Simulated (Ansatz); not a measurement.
**Calculated with Ansatz: B4CCl6O, relaxation**

The input file (Ansatz 0.2.0, plane waves):

```yaml
crystal:
  lattice:
    - [5.602636, 3.234685, 2.541205]
    - [-5.602636, 3.234685, 2.541205]
    - [0.0, -6.469371, 2.541205]
  atoms:
    - { symbol: B, position: [0.3011, 0.301, 0.3011] }
    - { symbol: B, position: [0.3183, 0.3183, 0.0671] }
    - { symbol: B, position: [0.0671, 0.3183, 0.3183] }
    - { symbol: B, position: [0.3183, 0.0671, 0.3183] }
    - { symbol: C, position: [0.5047, 0.5046, 0.5047] }
    - { symbol: O, position: [0.6484, 0.6483, 0.6484] }
    - { symbol: Cl, position: [0.11823, 0.11824, 0.79823] }
    - { symbol: Cl, position: [0.79823, 0.11823, 0.11824] }
    - { symbol: Cl, position: [0.11824, 0.79823, 0.11823] }
    - { symbol: Cl, position: [0.5373, 0.5373, 0.0806] }
    - { symbol: Cl, position: [0.0806, 0.5373, 0.5373] }
    - { symbol: Cl, position: [0.5373, 0.0806, 0.5373] }
  symmetry: { tolerance: 0.0003 }
kpoints:
  mp_grid: { grid: [5, 5, 5], shift: [0, 0, 0] }
magnetization:
  spin_polarized: false
scf:
  occupations: { method: fermi_dirac }
  lower_state_search: "off"
hamiltonian:
  pseudopotentials: { kind: paw }
  xc: pbe
basis:
  ecutwfc: 420
  fft_grid_basis: typed
relax:
  max_steps: 40
  cell: { p_target: 0.0 }
output:
  forces: true
  stress: true
  eigenvalues: true
  bader: false
  populations: true
  elf: true
  write_potential: true
  volumetric_format: npy
  dos:
    e_range: [-12, 8]
    de: 0.05
    projected: { site_lists: { B: [B], C: [C], Cl: [Cl], O: [O] } }
  write_density: true
checkpoint:
  read: saved_state
```

Run with:

```bash
ansatz run input.yaml --threads 2 --pin off --max-ram 3584MiB --backend cpu --events-out ev --progress --plain --runs-dir out
```

Origin of the cell: a database entry, scaled a little.

The smearing width isn't typed, so it takes its default of 0.1 eV.

The saved state is a converged single point of the same cell.

Steps («new basis» is an SCF on plane waves selected anew at the same cell):

```
step  ΔF (meV/atom)  max force component (eV/Å)  P (GPa)  volume (Å³)  SCF iterations   step was
   1            0.0                       6.114     1.76       276.32               5   accepted
   2          -14.4                       0.801     0.32       299.36               8   accepted
   3          -15.5                       0.088     0.14       309.64               7   accepted
   4          -15.5                       0.036     0.00       312.41               6   accepted
   5          -15.5                       0.017    -0.02       312.44               7   accepted
   6          -15.5                       0.005     0.00       312.36               5   accepted
   7          -18.8                       0.009     0.17       312.36               7  new basis
   8          -19.0                       0.046     0.08       322.51               8   accepted
   9          -18.6                       0.112    -0.03       331.09               7   accepted
  10          -18.5                       0.050     0.01       335.03               6   accepted
  11          -18.4                       0.074    -0.01       336.32               6   accepted
  12          -18.4                       0.013     0.00       337.02               5   accepted
  13          -18.4                       0.004     0.00       337.13               5   accepted
  14          -20.0                       0.006     0.03       337.13               7  new basis
```

Step 1, with forces in eV/Å:

```xyz
12
Lattice="5.603 3.235 2.541 -5.603 3.235 2.541 0.000 -6.469 2.541" Properties=species:S:1:pos:R:3:forces:R:3 pbc="T T T" step=1
B     0.000    0.000    2.295    0.000    0.000    0.849
B     0.000    1.625    1.788    0.000    0.015   -0.179
B    -1.407   -0.813    1.788   -0.013   -0.007   -0.179
B     1.407   -0.813    1.788    0.013   -0.007   -0.179
C     0.000    0.000    3.847    0.000    0.000   -6.114
O     0.000    0.000    4.943    0.000    0.000    5.291
Cl    0.000   -4.399    2.629    0.000   -0.067    0.025
Cl    3.810    2.200    2.629    0.058    0.034    0.025
Cl   -3.810    2.200    2.629   -0.058    0.034    0.025
Cl    0.000    2.955    2.936    0.000    0.106    0.146
Cl   -2.559   -1.477    2.936   -0.091   -0.053    0.146
Cl    2.559   -1.477    2.936    0.091   -0.053    0.146
```

Step 2, with forces in eV/Å:

```xyz
12
Lattice="5.754 3.322 2.610 -5.754 3.322 2.610 0.000 -6.644 2.610" Properties=species:S:1:pos:R:3:forces:R:3 pbc="T T T" step=2
B     0.000    0.000    2.357    0.000    0.000    0.689
B     0.000    1.626    1.846    0.000    0.056   -0.150
B    -1.408   -0.813    1.846   -0.049   -0.028   -0.150
B     1.408   -0.813    1.846    0.049   -0.028   -0.150
C     0.000    0.000    3.887    0.000    0.000   -0.801
O     0.000    0.000    5.023    0.000    0.000    0.243
Cl    0.000   -4.594    2.753    0.000   -0.002    0.029
Cl    3.978    2.297    2.753    0.002    0.001    0.029
Cl   -3.978    2.297    2.753   -0.002    0.001    0.029
Cl    0.000    2.958    2.994    0.000    0.087    0.077
Cl   -2.562   -1.479    2.994   -0.075   -0.043    0.077
Cl    2.562   -1.479    2.994    0.075   -0.043    0.077
```

Step 3, with forces in eV/Å:

```xyz
12
Lattice="5.819 3.359 2.640 -5.819 3.359 2.640 0.000 -6.719 2.640" Properties=species:S:1:pos:R:3:forces:R:3 pbc="T T T" step=3
B     0.000    0.000    2.386    0.000    0.000    0.063
B     0.000    1.633    1.873    0.000    0.023   -0.088
B    -1.415   -0.817    1.873   -0.020   -0.011   -0.088
B     1.415   -0.817    1.873    0.020   -0.011   -0.088
C     0.000    0.000    3.887    0.000    0.000    0.057
O     0.000    0.000    5.026    0.000    0.000   -0.007
Cl    0.000   -4.657    2.813    0.000   -0.017    0.010
Cl    4.033    2.328    2.813    0.015    0.009    0.010
Cl   -4.033    2.328    2.813   -0.015    0.009    0.010
Cl    0.000    2.964    3.026    0.000    0.043    0.040
Cl   -2.567   -1.482    3.026   -0.037   -0.022    0.040
Cl    2.567   -1.482    3.026    0.037   -0.022    0.040
```

Step 4, with forces in eV/Å:

```xyz
12
Lattice="5.837 3.370 2.647 -5.837 3.370 2.647 0.000 -6.740 2.647" Properties=species:S:1:pos:R:3:forces:R:3 pbc="T T T" step=4
B     0.000    0.000    2.405    0.000    0.000   -0.012
B     0.000    1.634    1.879    0.000   -0.013   -0.030
B    -1.415   -0.817    1.879    0.011    0.007   -0.030
B     1.415   -0.817    1.879   -0.011    0.007   -0.030
C     0.000    0.000    3.905    0.000    0.000    0.036
O     0.000    0.000    5.045    0.000    0.000   -0.023
Cl    0.000   -4.696    2.822    0.000    0.015    0.019
Cl    4.067    2.348    2.822   -0.013   -0.008    0.019
Cl   -4.067    2.348    2.822    0.013   -0.008    0.019
Cl    0.000    2.976    3.022    0.000    0.003    0.011
Cl   -2.577   -1.488    3.022   -0.002   -0.001    0.011
Cl    2.577   -1.488    3.022    0.002   -0.001    0.011
```

Step 5, with forces in eV/Å:

```xyz
12
Lattice="5.837 3.370 2.647 -5.837 3.370 2.647 0.000 -6.740 2.647" Properties=species:S:1:pos:R:3:forces:R:3 pbc="T T T" step=5
B     0.000    0.000    2.399    0.000    0.000   -0.014
B     0.000    1.636    1.877    0.000   -0.017   -0.006
B    -1.416   -0.818    1.877    0.014    0.008   -0.006
B     1.416   -0.818    1.877   -0.014    0.008   -0.006
C     0.000    0.000    3.901    0.000    0.000    0.009
O     0.000    0.000    5.041    0.000    0.000   -0.017
Cl    0.000   -4.683    2.823    0.000   -0.007    0.009
Cl    4.056    2.341    2.823    0.006    0.003    0.009
Cl   -4.056    2.341    2.823   -0.006    0.003    0.009
Cl    0.000    2.971    3.029    0.000    0.006    0.004
Cl   -2.573   -1.486    3.029   -0.005   -0.003    0.004
Cl    2.573   -1.486    3.029    0.005   -0.003    0.004
```

Step 8, with forces in eV/Å:

```xyz
12
Lattice="5.901 3.407 2.673 -5.901 3.407 2.673 0.000 -6.814 2.673" Properties=species:S:1:pos:R:3:forces:R:3 pbc="T T T" step=8
B     0.000    0.000    2.421    0.000    0.000    0.046
B     0.000    1.636    1.900    0.000   -0.004   -0.012
B    -1.417   -0.818    1.900    0.004    0.002   -0.012
B     1.417   -0.818    1.900   -0.004    0.002   -0.012
C     0.000    0.000    3.925    0.000    0.000   -0.039
O     0.000    0.000    5.064    0.000    0.000    0.004
Cl    0.000   -4.757    2.872    0.000   -0.005   -0.003
Cl    4.120    2.379    2.872    0.004    0.002   -0.003
Cl   -4.120    2.379    2.872   -0.004    0.002   -0.003
Cl    0.000    2.974    3.049    0.000   -0.003    0.012
Cl   -2.576   -1.487    3.049    0.002    0.001    0.012
Cl    2.576   -1.487    3.049   -0.002    0.001    0.012
```

Step 9, with forces in eV/Å:

```xyz
12
Lattice="5.961 3.442 2.690 -5.961 3.442 2.690 0.000 -6.883 2.690" Properties=species:S:1:pos:R:3:forces:R:3 pbc="T T T" step=9
B     0.000    0.000    2.441    0.000    0.000   -0.112
B     0.000    1.634    1.909    0.000   -0.015    0.033
B    -1.415   -0.817    1.909    0.013    0.008    0.033
B     1.415   -0.817    1.909   -0.013    0.008    0.033
C     0.000    0.000    3.944    0.000    0.000    0.040
O     0.000    0.000    5.084    0.000    0.000   -0.072
Cl    0.000   -4.827    2.898    0.000   -0.007    0.031
Cl    4.180    2.413    2.898    0.006    0.004    0.031
Cl   -4.180    2.413    2.898   -0.006    0.004    0.031
Cl    0.000    2.967    3.065    0.000    0.017   -0.016
Cl   -2.570   -1.484    3.065   -0.015   -0.009   -0.016
Cl    2.570   -1.484    3.065    0.015   -0.009   -0.016
```

Step 10, with forces in eV/Å:

```xyz
12
Lattice="5.987 3.457 2.698 -5.987 3.457 2.698 0.000 -6.913 2.698" Properties=species:S:1:pos:R:3:forces:R:3 pbc="T T T" step=10
B     0.000    0.000    2.441    0.000    0.000    0.012
B     0.000    1.636    1.919    0.000    0.000    0.001
B    -1.416   -0.818    1.919    0.000    0.000    0.001
B     1.416   -0.818    1.919    0.000    0.000    0.001
C     0.000    0.000    3.944    0.000    0.000   -0.050
O     0.000    0.000    5.084    0.000    0.000    0.037
Cl    0.000   -4.855    2.917    0.000    0.000   -0.001
Cl    4.205    2.428    2.917    0.000    0.000   -0.001
Cl   -4.205    2.428    2.917    0.000    0.000   -0.001
Cl    0.000    2.972    3.072    0.000   -0.001    0.000
Cl   -2.574   -1.486    3.072    0.000    0.000    0.000
Cl    2.574   -1.486    3.072    0.000    0.000    0.000
```

Step 11, with forces in eV/Å:

```xyz
12
Lattice="5.992 3.460 2.704 -5.992 3.460 2.704 0.000 -6.919 2.704" Properties=species:S:1:pos:R:3:forces:R:3 pbc="T T T" step=11
B     0.000    0.000    2.446    0.000    0.000   -0.001
B     0.000    1.636    1.924    0.000    0.002   -0.002
B    -1.417   -0.818    1.924   -0.002   -0.001   -0.002
B     1.417   -0.818    1.924    0.002   -0.001   -0.002
C     0.000    0.000    3.948    0.000    0.000    0.074
O     0.000    0.000    5.088    0.000    0.000   -0.068
Cl    0.000   -4.861    2.927    0.000    0.000    0.002
Cl    4.210    2.430    2.927    0.000    0.000    0.002
Cl   -4.210    2.430    2.927    0.000    0.000    0.002
Cl    0.000    2.972    3.077    0.000   -0.001   -0.001
Cl   -2.574   -1.486    3.077    0.001    0.001   -0.001
Cl    2.574   -1.486    3.077   -0.001    0.001   -0.001
```

Step 14, with forces in eV/Å:

```xyz
12
Lattice="5.997 3.462 2.706 -5.997 3.462 2.706 0.000 -6.925 2.706" Properties=species:S:1:pos:R:3:forces:R:3 pbc="T T T" step=14
B     0.000    0.000    2.448    0.000    0.000   -0.003
B     0.000    1.636    1.926    0.000    0.000   -0.001
B    -1.417   -0.818    1.926    0.000    0.000   -0.001
B     1.417   -0.818    1.926    0.000    0.000   -0.001
C     0.000    0.000    3.951    0.000    0.000    0.006
O     0.000    0.000    5.090    0.000    0.000   -0.004
Cl    0.000   -4.866    2.932    0.000    0.000    0.001
Cl    4.214    2.433    2.932    0.000    0.000    0.001
Cl   -4.214    2.433    2.932    0.000    0.000    0.001
Cl    0.000    2.972    3.078    0.000    0.000    0.000
Cl   -2.574   -1.486    3.078    0.000    0.000    0.000
Cl    2.574   -1.486    3.078    0.000    0.000    0.000
```

```
Free energy lowered by  : 20.0 meV/atom
Volume change           : 22.01 %
Final pressure          : 0.03 GPa
Relaxation steps listed : 14
```

Caveats: the database entry stands far from equilibrium and may be faulty; the relaxation held the start's symmetry, so the end may be a saddle point.

Time: 3.8 min on 2 threads of Arm Neoverse V1, with other jobs on the host, peak memory 0.64 GiB, from a saved density.
